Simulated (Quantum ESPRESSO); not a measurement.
# Computed records: HfAgMo2W3Au (simulated cell), HfAl2IrRhW3 (simulated cell)

Computed with Quantum ESPRESSO 7.5. Calculation on a made-up metal alloy cell, not a measurement: no spin or spin-orbit, unrelaxed, 2900 K smearing, stress positive in tension, cell energy less fitted offsets; periodic Kohn-Sham density functional theory in plane waves with PseudoDojo standard norm-conserving scalar-relativistic pseudopotentials, each functional with its own files (v0.5 for PBE, v0.4.1 for LDA and PBEsol), eight atoms on drawn sites of a strained close-packed or body-centred lattice, each displaced and held fixed; the energy is the cell's free energy, ions and the entropy term -TS included, at the stated Fermi-Dirac width, less a fixed offset for each atom's element (shifted free energy); compositions with an open d shell lost a parallel starting moment in a cheaper test run, and other magnetic orders were not tried; an error bar is the largest change of its kind in a tighter rerun, never given below 0.002 eV, 0.02 GPa or 0.003 eV/angstrom, and covers cutoff and k-mesh only, not smearing or the files.

Settings shared by all entries: functional pbe; fermi dirac smearing 0.25 eV; electrons removed 0; run command mpirun -np 4 pw.x -nk 4 -in in.

Notes on all entries: heavy elements are run without spin-orbit coupling, which real alloys of them have; a spin test at this wide smearing found no moment, but such smearing suppresses magnetism that the real alloy may have; lattice, volume and sites are drawn at random and may be unstable or far from any real phase; energies are for the whole cell, less offsets fitted to these runs, so they are not formation energies.

(1) 
```cif
# cell vector a (Å): 4.1654 -2.4501 0.0502
# cell vector b (Å): -2.8132 0.0330 -4.7137
# cell vector c (Å): 2.8089 4.9556 -0.0320
data_HfAgMo2W3Au
_symmetry_space_group_name_H-M 'P 1'
_symmetry_Int_Tables_number 1
_cell_length_a 4.8328
_cell_length_b 5.4895
_cell_length_c 5.6964
_cell_angle_alpha 104.043
_cell_angle_beta 90.922
_cell_angle_gamma 116.979
_cell_volume 129.25
loop_
_atom_site_label
_atom_site_type_symbol
_atom_site_fract_x
_atom_site_fract_y
_atom_site_fract_z
_atom_site_occupancy
W1 W 0.00461 0.00088 0.99041 1
Mo1 Mo 0.99651 0.99697 0.49404 1
Mo2 Mo 0.08622 0.50202 0.37981 1
Au1 Au 0.08450 0.50140 0.87162 1
W2 W 0.49400 0.00046 0.25398 1
W3 W 0.49942 0.00284 0.75225 1
Hf1 Hf 0.58180 0.49581 0.12235 1
Ag1 Ag 0.57025 0.50139 0.62883 1
_calc_lattice_type 'hexagonal close-packed'
_calc_cutoff 1143  # eV
_calc_run_processor 'Intel Xeon, older, virtual cores'
_calc_k_mesh '6 x 5 x 4 shifted half a step off Gamma on each axis'
_calc_shifted_free_energy ?
_calc_stress_yy ?
_calc_stress_xz ?
```

Atoms:
```csv
atoms element,atom site,atom energy offset (eV)
W,1,-2063.48
Mo,2,-1911.95
Mo,3,-1911.95
Au,4,-4032.82
W,5,-2063.48
W,6,-2063.48
Hf,7,-1535.13
Ag,8,-4218.03
```

Notes: error bars: energy 0.0064 eV, stress 0.09 GPa, force 0.0076 eV/Å, from a tighter rerun of a related cell, whose elements or sites may differ; 17 SCF iterations, 341 s of wall time on a shared machine.

(2) 
```cif
# cell vector a (Å): -0.0205 0.0619 -4.0613
# cell vector b (Å): 4.0653 -0.0262 0.0205
# cell vector c (Å): 0.0523 -8.0776 0.1237
data_HfAl2IrRhW3
_symmetry_space_group_name_H-M 'P 1'
_symmetry_Int_Tables_number 1
_cell_length_a 4.0618
_cell_length_b 4.0654
_cell_length_c 8.0787
_cell_angle_alpha 89.255
_cell_angle_beta 91.752
_cell_angle_gamma 90.584
_cell_volume 133.32
loop_
_atom_site_label
_atom_site_type_symbol
_atom_site_fract_x
_atom_site_fract_y
_atom_site_fract_z
_atom_site_occupancy
W1 W 0.01820 0.98865 0.01327 1
Rh1 Rh 0.04111 0.99681 0.48770 1
Al1 Al 0.98454 0.50777 0.24186 1
W2 W 0.97722 0.49643 0.75497 1
W3 W 0.49017 0.00544 0.26044 1
Hf1 Hf 0.49936 0.02237 0.76060 1
Al2 Al 0.49647 0.45895 0.99606 1
Ir1 Ir 0.52212 0.51523 0.50208 1
_calc_lattice_type 'face-centred cubic'
_calc_cutoff 1197  # eV
_calc_run_processor 'AMD EPYC, Zen 5, virtual cores'
_calc_k_mesh '6 x 6 x 3 shifted half a step off Gamma on each axis'
_calc_stress_yy ?
_calc_shifted_free_energy ?
_calc_stress_xx ?
_calc_stress_yz ?
```

Atoms:
```csv
atoms element,atom site,atom energy offset (eV)
W,1,-2063.48
Rh,2,-3191.96
Al,3,-63.26
W,4,-2063.48
W,5,-2063.48
Hf,6,-1535.13
Al,7,-63.26
Ir,8,-3133.86
```

Notes: error bars: energy 0.0026 eV, stress 0.02 GPa, force 0.0048 eV/Å, from a tighter rerun of this cell; 17 SCF iterations, 217 s of wall time on a shared machine.

**Q.** Give the missing shifted free energy for HfAgMo2W3Au (simulated cell) (entry 1).
**A.** 0.027 eV

**Q.** Give the missing stress yy for HfAgMo2W3Au (simulated cell) (entry 1).
**A.** -11.05 GPa

**Q.** HfAgMo2W3Au (simulated cell) (entry 1): stress xz?
**A.** 0.0924 GPa

**Q.** Give the table of forces values for HfAgMo2W3Au (simulated cell) (entry 1).
**A.** 
Forces:
```csv
site,x (eV/Å),y (eV/Å),z (eV/Å)
1,0.038,0.676,-0.396
2,-0.09,-0.036,-0.747
3,-0.306,0.051,-0.004
4,-0.269,0.213,-0.024
5,-0.072,0.266,0.321
6,-0.066,-0.426,1.093
7,0.258,-0.011,-0.369
8,0.508,-0.734,0.127
```

**Q.** HfAl2IrRhW3 (simulated cell) (entry 2): stress yy?
**A.** 12.09 GPa

**Q.** What shifted free energy does the calculation give for HfAl2IrRhW3 (simulated cell) (entry 2)?
**A.** -1.695 eV

**Q.** Estimate the stress xx of HfAl2IrRhW3 (simulated cell) (entry 2).
**A.** 3.15 GPa

**Q.** What stress yz does the calculation give for HfAl2IrRhW3 (simulated cell) (entry 2)?
**A.** -1.62 GPa

**Q.** Give the table of forces values for HfAl2IrRhW3 (simulated cell) (entry 2).
**A.** 
Forces:
```csv
site,x (eV/Å),y (eV/Å),z (eV/Å)
1,0.188,-0.698,0.819
2,0.384,-0.141,0.791
3,-0.386,-1.58,-0.226
4,0.987,0.163,-1.351
5,-0.383,0.406,-0.396
6,-2.114,2.264,0.56
7,1.692,-1.137,-0.149
8,-0.368,0.724,-0.049
```

Further results for HfAgMo2W3Au (simulated cell) (entry 1):

| Property | Result |
| --- | --- |
| entropy term negative ts | -1.541 eV |
| pressure | 12.53 GPa |
| stress xx | -13 GPa |
| stress zz | -13.54 GPa |
| stress yz | -0.68 GPa |
| stress xy | -1.15 GPa |

Further results for HfAl2IrRhW3 (simulated cell) (entry 2):

| Quantity | Value |
| --- | --- |
| entropy term negative ts | -1.21 eV |
| pressure | -6.68 GPa |
| stress zz | 4.8 GPa |
| stress xz | 1.45 GPa |
| stress xy | -0.21 GPa |
